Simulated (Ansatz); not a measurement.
TiAu (CsCl type)

```cif
data_AuTi
_chemical_formula_sum 'Ti1 Au1'
_space_group_name_H-M_alt 'P 1'
_space_group_IT_number 1
_cell_length_a 3.21804
_cell_length_b 3.21804
_cell_length_c 3.21804
_cell_angle_alpha 90.000
_cell_angle_beta 90.000
_cell_angle_gamma 90.000
loop_
_space_group_symop_operation_xyz
  'x, y, z'
loop_
_atom_site_label
_atom_site_type_symbol
_atom_site_fract_x
_atom_site_fract_y
_atom_site_fract_z
_atom_site_occupancy
Ti1 Ti 0.50000 0.50000 0.50000 1
Au1 Au 0.00000 0.00000 0.00000 1
```

E(V) scan at fixed shape, V₀ the volume above. Symmetry pins the atoms to their sites.

Calculation: PBEsol (plane waves to 420 eV, PAW, scalar-relativistic; Ansatz, a program for electronic structure). k mesh 14×14×14 (Γ-centred), Fermi-Dirac smearing 0.05 eV. Energies are smeared free energies. Spin-orbit coupling is left out, though Au is heavy. TiAu is run without spin polarisation. TiAu was relaxed with its symmetry unable to fall. ΔE is measured from the relaxed starting cell. The last digit holds for this mesh only.

```tsv
V (Å³/atom)	ΔE (meV/atom)
13.997	294.7
14.530	176.0
15.063	92.6
15.596	38.6
16.129	9.0
16.663	0.0
17.196	8.0
17.729	30.2
18.262	64.2
18.796	107.9
19.329	159.6
```

Problem. What is the fitted pressure derivative B₀′?

Solution. 4.7.

Problem. What bulk modulus B₀ follows from a third-order Birch-Murnaghan fit?

Solution. 159 GPa. Check by three points about V = 16.663 Å³/atom, step 1.066: d²E/dV² ≈ (39 − 2·0 + 30) meV / 1.066² = 0.0607 eV/Å⁶, and V·d²E/dV² × 160.2 = 162 GPa.

(Under strain, the slope of the energy per volume gives the stress and its curvature an elastic modulus.)
